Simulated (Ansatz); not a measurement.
Relaxed-ion elastic tensor of Ru (bcc (W type), Im-3m) in GPa (Voigt order), the program Ansatz at the r²SCAN level (PAW); density 12.03 g/cm³, 13.95 Å³ per atom.

|  | 1 | 2 | 3 | 4 | 5 | 6 |
|---|---|---|---|---|---|---|
| 1 | 51.3 | 432 | 432 | 0.0 | 0.0 | 0.0 |
| 2 | 432 | 51.3 | 432 | 0.0 | 0.0 | 0.0 |
| 3 | 432 | 432 | 51.3 | 0.0 | 0.0 | 0.0 |
| 4 | 0.0 | 0.0 | 0.0 | 182 | 0.0 | 0.0 |
| 5 | 0.0 | 0.0 | 0.0 | 0.0 | 182 | 0.0 |
| 6 | 0.0 | 0.0 | 0.0 | 0.0 | 0.0 | 182 |

Is the crystal mechanically stable?

No: the smallest eigenvalue of C is -381 GPa.

The start of the workflow was typed in or built on a structure type; neither database checked (COD, Materials Project) lists it. It is not the phase usual at ambient conditions (space group No. 194). The r²SCAN relaxation kept the symmetry of its start. At this level the phase is mechanically unstable. The run is not spin-polarised. As this level gives no gap, shear constants depend on the k-mesh and smearing (Fermi–Dirac, 0.1 eV here). On the denser mesh and wider smearing of the elastic run this cell carries a stress of 0.5 GPa.

Potentials: the earlier of the program's two PAW sets.
